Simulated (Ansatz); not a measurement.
# HfB: frozen-core PAW against all-electron methods

```
Hf B
1.0
     0.00000    2.33310    2.31000
     2.33310    0.00000    2.31000
     2.33310    2.33310    0.00000
Hf B
1 1
Direct
  0.50000 0.50000 0.50000
  0.00000 0.00000 0.00000
```

Atoms are numbered in the order listed.

The geometry is COD entry 1511179, unchecked; take it as a test cell. The listed cell was then made from it by scaling, straining or moving an atom.

Spin polarisation is left out, and whether a magnetic state lies lower isn't shown here.

Spin–orbit coupling is left out, though it moves levels of the heavy atoms by tenths of an eV or more.

Levels of theory: DFT, PBE, PAW with Ansatz's default frozen-core files, scalar-relativistic (Ansatz 0.2.0); DFT, PBE, all-electron LAPW, scalar-relativistic (Ansatz 0.2.0).

For PAW: a Γ-centred 12×12×12 k mesh, Fermi–Dirac smearing of 0.03 eV, cutoff 420 eV, no spin polarisation. LAPW targets a basis error of 0.5 meV/atom. The Ansatz runs share mesh, smearing and spin set-up. Plane-wave (PAW) pressures include the program's estimate of the Pulay term.

Stress and pressure are positive in compression.

The change that made this cell: x and y strained by +1 %, z held.

PAW results:

```tsv
quantity	PAW
pressure (GPa)	24.57
stress xx (GPa)	22.90
stress zz (GPa)	27.91
```

Question: What does full-potential LAPW give for the same quantities?

Answer: 
| quantity | LAPW |
| --- | --- |
| pressure (GPa) | 24.60 |
| stress xx (GPa) | 22.93 |
| stress zz (GPa) | 27.94 |
